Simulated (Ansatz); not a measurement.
The start is a generated cell, MnSi placed in the AFLOW prototype AB_hP8_186_ab_ab (B5, as in SiC). The cell and all atomic positions are relaxed at zero pressure with PBEsol (plane waves to 420 eV, PAW, scalar-relativistic; Ansatz, an electronic-structure program). The first steps use a coarse 8×8×2 k-mesh.

Initial structure:
```
CELL_PARAMETERS angstrom
      3.41591     0.00000     0.00000
     -1.70795     2.95826     0.00000
      0.00000     0.00000    11.18280
ATOMIC_POSITIONS crystal
  Si 0.00000 0.00000 0.00000
  Si 0.00000 0.00000 0.50000
  Si 0.66667 0.33333 0.75018
  Si 0.33333 0.66667 0.25018
  Mn 0.00000 0.00000 0.81216
  Mn 0.00000 0.00000 0.31216
  Mn 0.66667 0.33333 0.56329
  Mn 0.33333 0.66667 0.06329
```
Spin-polarised start, with parallel moments on Mn.

Largest initial force: about 0.4 eV/Å, on Mn5, Mn6 (atoms numbered as listed)
Outcome: The space group stays P6₃mc (No. 186) (the run could not lower it), with 8 atoms in the primitive magnetic cell
Energy released: 1.01 eV/atom
Volume change: -2.4 %, from 14.13 to 13.79 Å³/atom
Shortest distances (start → end): The closest pairs of elements (up to four, under 3.6 Å), start → end: Mn–Si 2.09 → 2.11 Å; Si–Si 3.42 → 2.82 Å; Mn–Mn 3.41 → 3.06 Å
Band gap at the end: no gap (metallic)
Optimiser moves: 19

It ends as:

```cif
data_Mn4Si4
_chemical_formula_sum 'Si4 Mn4'
_space_group_name_H-M_alt 'P63mc'
_space_group_IT_number 186
_space_group_name_Hall 'P 6c -2c'
_cell_length_a 3.87677
_cell_length_b 3.87677
_cell_length_c 8.47371
_cell_angle_alpha 90.000
_cell_angle_beta 90.000
_cell_angle_gamma 120.000
loop_
_atom_site_label
_atom_site_type_symbol
_atom_site_symmetry_multiplicity
_atom_site_Wyckoff_symbol
_atom_site_fract_x
_atom_site_fract_y
_atom_site_fract_z
_atom_site_occupancy
Si1 Si 2 a 0.00000 0.00000 0.01921 1
Si2 Si 2 b 0.33333 0.66667 0.31613 1
Mn1 Mn 2 a 0.00000 0.00000 0.26861 1
Mn2 Mn 2 b 0.33333 0.66667 0.02168 1
```

Final values are on a 14×14×6 k-mesh of the relaxed cell. Spin state reached: ferromagnetic (net 0.36 μB/atom), from parallel starting moments; other spin orders were not run from this start.

The run could not lose the symmetry of its start, so the end can be a saddle point.

The relaxed structure here is a generated cell of MnSi: the first start was made by placing the elements on the sites of a structure type, and the end was not matched to a known phase here, so it may be hypothetical. Known forms of MnSi include space group No. 198.
